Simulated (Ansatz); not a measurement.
RbCaH3 (cubic perovskite)

```yaml
crystal:
  lattice:
    - [8.79667, 0.00000, 0.00000]
    - [0.00000, 4.39833, 0.00000]
    - [0.00000, 0.00000, 4.39833]
  atoms:
    - { symbol: Rb, position: [0.00000, 0.00000, 0.00000] }
    - { symbol: Rb, position: [0.50000, 0.00000, 0.00000] }
    - { symbol: Ca, position: [0.25000, 0.50000, 0.50000] }
    - { symbol: Ca, position: [0.75000, 0.50000, 0.50000] }
    - { symbol: H, position: [0.25000, 0.00000, 0.50000] }
    - { symbol: H, position: [0.75000, 0.00000, 0.50000] }
    - { symbol: H, position: [0.00000, 0.50000, 0.50000] }
    - { symbol: H, position: [0.50000, 0.50000, 0.50000] }
    - { symbol: H, position: [0.25000, 0.50000, 0.00000] }
    - { symbol: H, position: [0.75000, 0.50000, 0.00000] }
```

A phonon eigenvector at X = (0.5, 0.0, 0.0) is frozen into this cell: atom i moves by Q times the vector below, so Q is the largest atomic displacement, in Å. The cell is held. (q is in reciprocal vectors of the primitive cell; the cell shown is doubled to hold the pattern.)

| atom | x | y | z |
|---|---|---|---|
| H5 | -1.000 | 0.000 | 0.000 |
| H6 | 1.000 | 0.000 | 0.000 |
| H9 | 1.000 | 0.000 | 0.000 |
| H10 | -1.000 | 0.000 | 0.000 |

Atoms not listed stay in place.

The numbers are results of LDA (plane waves to 420 eV, PAW, scalar-relativistic; Ansatz, a quantum-chemistry and plane-wave program), not measurements. k mesh 4×8×8 (Γ-centred), Fermi-Dirac smearing 0.05 eV. RbCaH3 was relaxed with its symmetry unable to fall. 

| Q (Å) | −dE/dQ from forces (eV/Å) |
|---|---|
| -0.180 | 0.502 |
| -0.150 | 0.411 |
| -0.120 | 0.324 |
| -0.090 | 0.240 |
| -0.060 | 0.159 |
| -0.030 | 0.079 |
| 0.000 | 0.000 |
| 0.030 | -0.079 |
| 0.060 | -0.159 |
| 0.090 | -0.240 |
| 0.120 | -0.324 |
| 0.150 | -0.411 |
| 0.180 | -0.502 |

Task: What harmonic wavenumber does the curvature at Q = 0 give?

Result: 421 cm⁻¹. E″ = 2.63 eV/Å², M = Σ mᵢ|uᵢ|² = 4.0 u, ν̃ = 521.5·√(|E″|/M).

(For displaced atoms, the force is minus the slope of the energy, and its curvature is a force constant, which sets phonon frequencies.)
